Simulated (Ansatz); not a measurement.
Input file for Ansatz (a first-principles code):

Ansatz 0.2 input:
```yaml
crystal:
  lattice:
    - [10.0486892368, 0.0, 0.0]
    - [-5.0243446184, 8.7024201538, 0.0]
    - [0.0, 0.0, 3.4654186608]
  atoms:
    - { symbol: Rb, position: [0.0, 0.0, 0.0] }
    - { symbol: Nb, position: [0.1070290622, 0.6194998157, 0.7514430362] }
    - { symbol: Nb, position: [0.8929709378, 0.3805001843, 0.2485569638] }
    - { symbol: Nb, position: [0.3805001843, 0.4875292465, 0.7514430362] }
    - { symbol: Nb, position: [0.6194998157, 0.5124707535, 0.2485569638] }
    - { symbol: Nb, position: [0.5124707535, 0.8929709378, 0.7514430362] }
    - { symbol: Nb, position: [0.4875292465, 0.1070290622, 0.2485569638] }
    - { symbol: Se, position: [0.2816685737, 0.9380878583, 0.7464380139] }
    - { symbol: Se, position: [0.7183314263, 0.0619121417, 0.2535619861] }
    - { symbol: Se, position: [0.0619121417, 0.3435807154, 0.7464380139] }
    - { symbol: Se, position: [0.9380878583, 0.6564192846, 0.2535619861] }
    - { symbol: Se, position: [0.6564192846, 0.7183314263, 0.7464380139] }
    - { symbol: Se, position: [0.3435807154, 0.2816685737, 0.2535619861] }
    - { symbol: Se, position: [0.6666666667, 0.3333333333, 0.7489837712] }
    - { symbol: Se, position: [0.3333333333, 0.6666666667, 0.2510162288] }
kpoints:
  mp_grid: { grid: [4, 4, 9] }
  band_path:
    path:
      - [[0.0, 0.0, 0.0], [0.5, 0.0, 0.0], [0.3333333333, 0.3333333333, 0.0], [0.0, 0.0, 0.0], [0.0, 0.0, 0.5], [0.5, 0.0, 0.5], [0.3333333333, 0.3333333333, 0.5], [0.0, 0.0, 0.5]]  # Γ-M-K-Γ-A-L-H-A
      - [[0.5, 0.0, 0.5], [0.5, 0.0, 0.0]]  # L-M
      - [[0.3333333333, 0.3333333333, 0.5], [0.3333333333, 0.3333333333, 0.0], [0.3333333333, 0.3333333333, -0.5]]  # H-K-H_2
    npoints: 7
basis: { xc_grid: 2 }
hamiltonian:
  xc: pbesol
  pseudopotentials: { kind: paw }
magnetization: { noncollinear: true, spin_orbit: true }
scf:
  n_extra_bands: 31
  convergence: { dr2_threshold: 0.0000000001 }
  occupations: { method: gaussian, width: 0.05 }
output: { eigenvalues: true }
```

Output (shortened):

```
Pseudopotential: Rb, paw_fr, valence charge 9
Pseudopotential: Nb, paw_fr, valence charge 13
Pseudopotential: Se, paw_fr, valence charge 16
Functional definition: PBEsol
non-collinear run that drives no moment, with spin-orbit …
Crystal: 15 atoms, lattice volume = 303.044 Å³
Basis set: ecut = 420 eV, 5915 PW (Γ), exchange–correlation on 144×144×48 points (8 copies of the dense FFT grid, shifted against one another)
Bands: 246, of which v1, the nominal top of the filled ones, is band 215 counted from 1 (214 counted from 0)
Symmetry: 6 space group operations + 6 with time reversal
k-points: 28 of 144
Projection manifold: j_resolved (fully-relativistic pseudo-atomic orbitals)
SCF iter   1: F=—  HF=-73611.849680 eV  |F-HF|=—  |Δ(HF+E_count)|=         —  Δρ=5.76e-2  dr2=2.40e1  dr2_m=0.00e0 (ungated)  ethr=3.10e-3  |M|=0.00e0 ∫|m|=0.00e0 μB  |m|>n=0.0e0 m-floor=0.0e0 τ_xc=0.0e0  β_m=0.30  ⟨swp⟩=6.0  Hψ=15780  notcnv=0
preconditioner: auto → Kerker (q_TF=auto, 2.577 Å⁻¹)
spin=Noncollinear: Kerker preconditioning applied to the charge; magnetization (m_x, m_y, m_z) channels mix plain (no charge-response kernel on spin).
SCF iter   2: F=—  HF=-73609.146790 eV  |F-HF|=—  |Δ(HF+E_count)|=    2.70e0  Δρ=4.23e-2  dr2=1.26e1  dr2_m=0.00e0 (ungated)  ethr=3.10e-3  |M|=0.00e0 ∫|m|=0.00e0 μB  |m|>n=0.0e0 m-floor=0.0e0 τ_xc=0.0e0  β_m=0.65  ⟨swp⟩=2.0  Hψ=4133  notcnv=0  defer=654
preconditioner: auto → Resta (q_TF=auto, 2.577 Å⁻¹)
spin=Noncollinear: Resta preconditioning applied to the charge; magnetization (m_x, m_y, m_z) channels mix plain (no charge-response kernel on spin).
SCF iter   3: F=—  HF=-73605.823423 eV  |F-HF|=—  |Δ(HF+E_count)|=    3.32e0  Δρ=9.08e-3  dr2=5.88e-1  dr2_m=0.00e0 (ungated)  ethr=3.10e-3  |M|=0.00e0 ∫|m|=0.00e0 μB  |m|>n=0.0e0 m-floor=0.0e0 τ_xc=0.0e0  β_m=0.65  ⟨swp⟩=3.0  Hψ=4537  notcnv=0  defer=654
SCF iter   4: F=—  HF=-73605.663692 eV  |F-HF|=—  |Δ(HF+E_count)|=   1.60e-1  Δρ=3.20e-3  dr2=3.80e-2  dr2_m=0.00e0 (ungated)  ethr=2.74e-4  |M|=0.00e0 ∫|m|=0.00e0 μB  |m|>n=0.0e0 m-floor=0.0e0 τ_xc=0.0e0  β_m=0.79  ⟨swp⟩=2.9  Hψ=6706  notcnv=0  defer=672
SCF iter   5: F=—  HF=-73605.661996 eV  |F-HF|=—  |Δ(HF+E_count)|=   1.70e-3  Δρ=1.02e-3  dr2=4.17e-3  dr2_m=0.00e0 (ungated)  ethr=1.77e-5  |M|=0.00e0 ∫|m|=0.00e0 μB  |m|>n=0.0e0 m-floor=0.0e0 τ_xc=0.0e0  β_m=0.81  ⟨swp⟩=2.0  Hψ=4533  notcnv=0  defer=672
SCF iter   6: F=—  HF=-73605.662103 eV  |F-HF|=—  |Δ(HF+E_count)|=   1.07e-4  Δρ=3.34e-4  dr2=4.15e-4  dr2_m=0.00e0 (ungated)  ethr=1.94e-6  |M|=0.00e0 ∫|m|=0.00e0 μB  |m|>n=0.0e0 m-floor=0.0e0 τ_xc=0.0e0  β_m=0.91  ⟨swp⟩=2.0  Hψ=5815  notcnv=0  defer=672
SCF iter   7: F=—  HF=-73605.662276 eV  |F-HF|=—  |Δ(HF+E_count)|=   1.73e-4  Δρ=7.64e-5  dr2=2.93e-5  dr2_m=0.00e0 (ungated)  ethr=1.93e-7  |M|=0.00e0 ∫|m|=0.00e0 μB  |m|>n=0.0e0 m-floor=0.0e0 τ_xc=0.0e0  β_m=0.85  ⟨swp⟩=2.0  Hψ=5840  notcnv=0  defer=672
SCF iter   8: F=—  HF=-73605.662271 eV  |F-HF|=—  |Δ(HF+E_count)|=   5.04e-6  Δρ=3.27e-5  dr2=4.17e-6  dr2_m=0.00e0 (ungated)  ethr=1.36e-8  |M|=0.00e0 ∫|m|=0.00e0 μB  |m|>n=0.0e0 m-floor=0.0e0 τ_xc=0.0e0  β_m=0.80  ⟨swp⟩=2.0  Hψ=5952  notcnv=0  defer=672
SCF iter  13: F=-73605.662197 eV  HF=-73605.662197 eV  |F-HF|=2.91e-11  |Δ(HF+E_count)|=  2.91e-11  Δρ=5.69e-8  dr2=1.35e-11  dr2_m=0.00e0 (ungated)  ethr=1.00e-12  |M|=0.00e0 ∫|m|=0.00e0 μB  |m|>n=0.0e0 m-floor=0.0e0 τ_xc=0.0e0  ⟨swp⟩=9.5  Hψ=12542  notcnv=0
SCF 1 converged in 13 iterations: F = -73605.662197 eV  dr2 = 1.35e-11
NSCF: frozen V_eff on 73 k-points
SCF converged after 13 iterations
Magnetization: |M| = 0.0000 μB,  M = (+0.0000, +0.0000, +0.0000) μB
Absolute magnetization: 0.0000 μB (∫|m|)
  site 0: m = (+0.0000, +0.0000, +0.0000) μB, |m| = 0.0000 μB  (R = 1.36 Å)
  site 1: m = (+0.0000, +0.0000, +0.0000) μB, |m| = 0.0000 μB  (R = 1.06 Å)
  site 2: m = (+0.0000, +0.0000, +0.0000) μB, |m| = 0.0000 μB  (R = 1.06 Å)
  site 3: m = (+0.0000, +0.0000, +0.0000) μB, |m| = 0.0000 μB  (R = 1.06 Å)
  site 4: m = (+0.0000, +0.0000, +0.0000) μB, |m| = 0.0000 μB  (R = 1.06 Å)
  site 5: m = (+0.0000, +0.0000, +0.0000) μB, |m| = 0.0000 μB  (R = 1.06 Å)
  site 6: m = (+0.0000, +0.0000, +0.0000) μB, |m| = 0.0000 μB  (R = 1.06 Å)
  site 7: m = (+0.0000, +0.0000, +0.0000) μB, |m| = 0.0000 μB  (R = 1.06 Å)
  site 8: m = (+0.0000, +0.0000, +0.0000) μB, |m| = 0.0000 μB  (R = 1.06 Å)
  site 9: m = (+0.0000, +0.0000, +0.0000) μB, |m| = 0.0000 μB  (R = 1.06 Å)
  site 10: m = (+0.0000, +0.0000, +0.0000) μB, |m| = 0.0000 μB  (R = 1.06 Å)
  site 11: m = (+0.0000, +0.0000, +0.0000) μB, |m| = 0.0000 μB  (R = 1.06 Å)
  site 12: m = (+0.0000, +0.0000, +0.0000) μB, |m| = 0.0000 μB  (R = 1.06 Å)
  site 13: m = (+0.0000, +0.0000, +0.0000) μB, |m| = 0.0000 μB  (R = 1.12 Å)
  site 14: m = (+0.0000, +0.0000, +0.0000) μB, |m| = 0.0000 μB  (R = 1.12 Å)
Free energy (F): -73605.662197 eV
Harris-Foulkes:  -73605.662197 eV  (|F-HF|=2.91e-11)
Internal energy: -73605.656896 eV  (E = F + TS)
E sigma→0 (E₀):  -73605.659546 eV
Entropy (-TS):   -0.005301 eV (-0.353 meV/atom)
Fermi energy:    13.613410 eV
--- Per-component energies (eV) ---
  E_band       = -3284.449367
  E_kinetic    = 3528.039385
  E_local      = -26253.317816  (includes V_loc(G=0)·N_el)
  E_nonlocal   = -3832.852392
  E_hartree    = 12216.895574
  E_xc         = -2012.498248
  E_vxc        = -2209.564416  (∫ρ·V_xc dr)
  E_paw        = -35629.243258  (= ΣΔE_a)
  E_vpaw       = 1049.459333  (= ΣTr[D̂ρ^β])
  E_aug_tail   = -0.004739  (compensation charges beyond the density's cutoff)
  E_ewald      = -21632.034574
  E_core_change = 9.359173  (= ΣΔE_core)
  E_smearing   = -0.005301  (= −TS)
  E_closure    = 0.000000  (closes the sum)
  Σ components = -73605.662197   (vs F -73605.662197, Δ=0.00e0)
  [band-id]    e_kinetic+e_local+e_nonlocal+2·e_hartree+e_vxc+e_vpaw+e_augmentation_tail = -3284.449497   (vs E_band -3284.449367, Δ=-1.30e-4)
--- Band table (eV; the first three rows and the last of 28) ---
  k-point 0: bands = ["-41.4700", "-41.4700", "-41.4646", "-41.4646", "-41.4646", "-41.4646", "-41.3665", "-41.3665", "-41.3614", "-41.3614", "-41.3614", "-41.3614", "-35.4998", "-35.4998", "-35.4998", "-35.4998", "-35.4810", "-35.4810", "-35.4810", …
  k-point 1: bands = ["-41.4656", "-41.4656", "-41.4603", "-41.4603", "-41.4603", "-41.4603", "-41.3684", "-41.3684", "-41.3633", "-41.3633", "-41.3633", "-41.3633", "-35.4997", "-35.4997", "-35.4997", "-35.4997", "-35.4810", "-35.4810", "-35.4809", …
  k-point 2: bands = ["-41.4534", "-41.4534", "-41.4482", "-41.4482", "-41.4482", "-41.4482", "-41.3741", "-41.3741", "-41.3691", "-41.3691", "-41.3691", "-41.3691", "-35.4994", "-35.4994", "-35.4994", "-35.4994", "-35.4811", "-35.4811", "-35.4809", …
  k-point 27: bands = ["-41.4639", "-41.4639", "-41.4621", "-41.4621", "-41.4603", "-41.4603", "-41.3666", "-41.3666", "-41.3649", "-41.3649", "-41.3633", "-41.3633", "-35.4997", "-35.4997", "-35.4997", "-35.4997", "-35.4811", "-35.4811", "-35.4809", …
```

Cost: about 40 core-minutes (a rough figure) on shared cores.

Space group P-3. The first step of the workflow began from a Materials Project structure, measured or hypothetical; the Crystallography Open Database copy checked does not list it. Whether it is the stable phase at ambient conditions was not checked. The PBEsol relaxation kept the symmetry of its start; whether a distortion lowers the energy is not shown. The run is not spin-polarised.

Potentials: the later of the program's two PAW sets.

Ansatz is a plane-wave DFT program.
